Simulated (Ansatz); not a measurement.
Here is the system:

W2C:
```yaml
crystal:
  lattice:
    - [4.71548, 0.00000, 0.00000]
    - [0.00000, 6.03818, 0.00000]
    - [0.00000, 0.00000, 5.18190]
  atoms:
    - { symbol: W, position: [0.24347, 0.12241, 0.08099] }
    - { symbol: W, position: [0.75653, 0.87759, 0.91901] }
    - { symbol: W, position: [0.25653, 0.37759, 0.58099] }
    - { symbol: W, position: [0.74347, 0.62241, 0.41901] }
    - { symbol: W, position: [0.74347, 0.37759, 0.91901] }
    - { symbol: W, position: [0.25653, 0.62241, 0.08099] }
    - { symbol: W, position: [0.75653, 0.12241, 0.41901] }
    - { symbol: W, position: [0.24347, 0.87759, 0.58099] }
    - { symbol: C, position: [0.50000, 0.12208, 0.75000] }
    - { symbol: C, position: [0.50000, 0.87792, 0.25000] }
    - { symbol: C, position: [0.00000, 0.37792, 0.25000] }
    - { symbol: C, position: [0.00000, 0.62208, 0.75000] }
```

This is the PBEsol-relaxed structure. Cartesian axes are those of the cell as given.

Task: All from DFT-PBEsol in the program Ansatz with PAW potentials, unless another level is named. Estimate the Young's modulus.

Result: 462 GPa.

Task: Next, the elastic constants (relaxed ions, GPa)?

Result: C11 = 546, C22 = 579, C33 = 577, C12 = 272, C13 = 284, C23 = 200, C44 = 173, C55 = 208, C66 = 221.

Space group Pbcn. The first step of the workflow began from a Materials Project structure, measured or hypothetical; the Crystallography Open Database copy checked does not list it. Its standing as an ambient phase is unchecked. The cell was relaxed with PBEsol under the symmetry of its start; whether a distortion lowers the energy is not shown. The run is not spin-polarised. As this level gives no gap, shear constants depend on the k-mesh and smearing (Fermi–Dirac, 0.1 eV here). On the denser mesh and wider smearing of the elastic run this cell carries a stress of 0.3 GPa. Scalar-relativistic: spin–orbit coupling is off unless named, which matters more the heavier the elements.

Potentials: the later of the program's two PAW sets.
